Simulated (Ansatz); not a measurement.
**Point defect: Na vacancy in Na**

The calculation used DFT PBEsol, scalar-relativistic, plane waves, PAW in Ansatz. (420 eV cutoff, 3×3×3 k-mesh, Gaussian smearing of 0.10 eV, no spin polarisation)

Host crystal, relaxed:

```cif
data_structure
_symmetry_space_group_name_H-M 'P 1'
_symmetry_Int_Tables_number 1
_cell_length_a 3.6111
_cell_length_b 3.6111
_cell_length_c 3.6111
_cell_angle_alpha 109.471
_cell_angle_beta 109.471
_cell_angle_gamma 109.471
_cell_volume 36.25
loop_
_atom_site_label
_atom_site_type_symbol
_atom_site_fract_x
_atom_site_fract_y
_atom_site_fract_z
_atom_site_occupancy
Na1 Na 0.00000 0.00000 0.00000 1
```

Supercell of 32 atoms, rows in host cell vectors: 2 -2 0; 2 0 -2; 4 2 2. Atoms relax at the host's cell, keeping the symmetry that the supercell leaves at the site. The cell is small, so energies carry finite-size errors of tenths of an eV. The host is a metal.

Defect: Na vacancy, charge 0.

Command:

```bash
ansatz run input.yaml --threads 4 --pin off --max-ram 8192MiB --backend cpu --events-out ev --progress --plain --runs-dir out
```

The input:

```yaml
crystal:
  lattice:
    - [-8.3395385266, 8.3395385266, 0.0]
    - [-8.3395385266, 0.0, 8.3395385266]
    - [0.0, 8.3395385266, 8.3395385266]
  atoms:
    - { symbol: Na, position: [0.5, 0.0, 0.0] }
    - { symbol: Na, position: [0.0, 0.5, 0.0] }
    - { symbol: Na, position: [0.125, 0.125, 0.125] }
    - { symbol: Na, position: [0.5, 0.5, 0.0] }
    - { symbol: Na, position: [0.625, 0.125, 0.125] }
    - { symbol: Na, position: [0.125, 0.625, 0.125] }
    - { symbol: Na, position: [0.25, 0.25, 0.25] }
    - { symbol: Na, position: [1.0, 0.0, 0.5] }
    - { symbol: Na, position: [0.625, 0.625, 0.125] }
    - { symbol: Na, position: [0.75, 0.25, 0.25] }
    - { symbol: Na, position: [0.25, 0.75, 0.25] }
    - { symbol: Na, position: [0.375, 0.375, 0.375] }
    - { symbol: Na, position: [0.5, 0.0, 0.5] }
    - { symbol: Na, position: [0.0, 0.5, 0.5] }
    - { symbol: Na, position: [0.125, 0.125, 0.625] }
    - { symbol: Na, position: [0.75, 0.75, 0.25] }
    - { symbol: Na, position: [0.875, 0.375, 0.375] }
    - { symbol: Na, position: [0.375, 0.875, 0.375] }
    - { symbol: Na, position: [0.5, 0.5, 0.5] }
    - { symbol: Na, position: [0.625, 0.125, 0.625] }
    - { symbol: Na, position: [0.125, 0.625, 0.625] }
    - { symbol: Na, position: [0.25, 0.25, 0.75] }
    - { symbol: Na, position: [0.875, 0.875, 0.375] }
    - { symbol: Na, position: [0.625, 0.625, 0.625] }
    - { symbol: Na, position: [0.75, 0.25, 0.75] }
    - { symbol: Na, position: [0.25, 0.75, 0.75] }
    - { symbol: Na, position: [0.375, 0.375, 0.875] }
    - { symbol: Na, position: [0.75, 0.75, 0.75] }
    - { symbol: Na, position: [0.875, 0.375, 0.875] }
    - { symbol: Na, position: [0.375, 0.875, 0.875] }
    - { symbol: Na, position: [0.875, 0.875, 0.875] }
basis:
  ecutwfc: 420
  xc_grid: 2
kpoints:
  mp_grid: { grid: [3, 3, 3], shift: [0.0, 0.0, 0.0] }
hamiltonian:
  xc: pbesol
scf:
  occupations: { method: gaussian, width: 0.1 }
output:
  forces: true
  stress: false
  eigenvalues: true
relax:
  adjacent_minimum: "off"
  f_tol: 0.025
  max_steps: 45
```

From the output:

```
Warning: RAYON_NUM_THREADS=4 ignored (pool sized by the plan → 4); use --threads N
Crystal: 31 atoms, lattice volume = 1159.995 Å³
Basis set: ecut = 420 eV, 22659 PW (Γ), exchange–correlation on 160×160×160 points (8 copies of the dense FFT grid, shifted against one another)
Bands: 171, of which v1, the nominal top of the filled ones, is band 140 counted from 1 (139 counted from 0)
Symmetry: 48 space group operations
Space group: Fm-3m (ITA 225), of the structure as read, at distance tolerance 1.1e-4 Å
k-points: 4 of 27
relax step   1: F+E_penalty+E_count = -45751.34748148 eV  Δ(F+E_penalty+E_count) = +0.000e0 eV  max|allowed force component| = 4.516e-2 eV/Å  Δτ_max = 0.0000 Å
relax step   2: F+E_penalty+E_count = -45751.36640345 eV  Δ(F+E_penalty+E_count) = -1.892e-2 eV  max|allowed force component| = 3.914e-2 eV/Å  Δτ_max = 0.0283 Å
relax step   3: F+E_penalty+E_count = -45751.42798918 eV  Δ(F+E_penalty+E_count) = -6.159e-2 eV  max|allowed force component| = 2.384e-2 eV/Å  Δτ_max = 0.1913 Å
relax step   4: F+E_penalty+E_count = -45751.42633627 eV  Δ(F+E_penalty+E_count) = +1.653e-3 eV  max|allowed force component| = 2.720e-2 eV/Å  Δτ_max = 0.0577 Å
relax step   5: F+E_penalty+E_count = -45751.43021446 eV  Δ(F+E_penalty+E_count) = -2.225e-3 eV  max|allowed force component| = 3.213e-3 eV/Å  Δτ_max = 0.0277 Å
SCF converged after 6 iterations
Free energy (F): -45751.430214 eV
E sigma→0 (E₀):  -45751.387356 eV
Fermi energy:    1.700733 eV
```

The relaxation gained 0.08 eV in 5 steps. Time: 100 s on 4 threads of Intel(R) Xeon(R) Processor @ 2.70GHz (shared host), peak memory 3.4 GiB.